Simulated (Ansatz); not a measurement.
Task: Each is relaxed and computed with r²SCAN in the plane-wave PAW code Ansatz. Which is the only metal?
A) SiNi6Ge, P4/mmm (Pearson symbol tP8)
B) Cu2SiSe3, Cc (Pearson symbol mS24)
C) GePdS3, C2/m (Pearson symbol mS20)
D) TiNi4GeO8, F-43m (Pearson symbol cF56)

Result: A, SiNi6Ge, P4/mmm (Pearson symbol tP8). SiNi6Ge: metal; TiNi4GeO8: gap 2.07 eV (indirect); GePdS3: gap 1.49 eV (indirect); Cu2SiSe3: gap 0.68 eV (direct). Spin orders computed, not proven ground states: TiNi4GeO8, F-43m (Pearson symbol cF56) ferromagnetic. Standing as an ambient phase not checked: SiNi6Ge, P4/mmm (Pearson symbol tP8); TiNi4GeO8, F-43m (Pearson symbol cF56); GePdS3, C2/m (Pearson symbol mS20); Cu2SiSe3, Cc (Pearson symbol mS24). Weakly bound layers, chains or molecules computed without a dispersion correction, so cells and soft constants are ill determined: GePdS3, C2/m (Pearson symbol mS20). Perhaps ordered models of mixed-site phases: SiNi6Ge, P4/mmm (Pearson symbol tP8); Cu2SiSe3, Cc (Pearson symbol mS24). All cells were relaxed under the symmetry of their starts (and spin orders); stability against distortions was not tested throughout. Rows with no word on spin ran without spin polarisation. No Hubbard U is applied. Spin–orbit coupling is left out wherever it is not named.

Potentials: the later of the program's two PAW sets.
